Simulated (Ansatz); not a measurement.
This Zn5CdO6 structure is the end of a relaxation. The cell was found from a structure generator's guess, not taken from experiment.

All numbers below come from DFT PBE, scalar-relativistic, plane waves, PAW in Ansatz 0.2.0. Cutoff 420 eV, Γ-centred mesh, Gaussian smearing, no spin polarisation.

```cif
data_structure
_symmetry_space_group_name_H-M 'P 1'
_symmetry_Int_Tables_number 1
_cell_length_a 3.3129
_cell_length_b 3.3129
_cell_length_c 14.1938
_cell_angle_alpha 90.000
_cell_angle_beta 90.000
_cell_angle_gamma 90.000
_cell_volume 155.78
loop_
_atom_site_label
_atom_site_type_symbol
_atom_site_fract_x
_atom_site_fract_y
_atom_site_fract_z
_atom_site_occupancy
Zn1 Zn 0.00000 0.00000 0.65914 1
Zn2 Zn 0.50000 0.50000 0.81819 1
Zn3 Zn 0.50000 0.50000 0.18182 1
Zn4 Zn 0.00000 0.00000 0.34086 1
Zn5 Zn 0.50000 0.50000 0.50000 1
Cd1 Cd 0.00000 0.00000 0.00000 1
O1 O 0.50000 0.00000 0.73856 1
O2 O 0.00000 0.50000 0.89726 1
O3 O 0.50000 0.00000 0.10274 1
O4 O 0.00000 0.50000 0.26144 1
O5 O 0.50000 0.00000 0.42046 1
O6 O 0.00000 0.50000 0.57954 1
```

The zero of energy is the elements' standard structures at the same level (O₂ as a molecule); no fitted shifts are applied.

Question: Find its symmetry and describe it.

Answer: P-4m2 (No. 115), with Zn and Cd ordered on zinc blende sites. Conventional cell: a = 3.313 Å, c = 14.194 Å. Zn on a site of symmetry 2mm has 4 O at 2.00–2.01 Å; Zn on a second site of symmetry 2mm is surrounded by 4 O at 2.00–2.01 Å; Cd has 4 O at 2.21 Å; O on its first site has 4 Zn at 2.00–2.01 Å; 3 more sites not described.

Question: What is its formation energy per atom?

Answer: −1.336 eV/atom. A negative formation energy is needed for stability but isn't enough: competing phases decide.

Question: Is it a metal?

Answer: No, the gap on the 10×10×4 mesh is 0.36 eV.

The last run used a 10×10×4 mesh (in the run's order of axes) for its 12-atom cell and Gaussian smearing of 0.02 eV. Kohn–Sham gaps at this level usually fall short of measured ones. Small gaps are read on the mesh alone, and bands can cross between its points. Symmetry constrained the relaxation, so the result can be a saddle point.
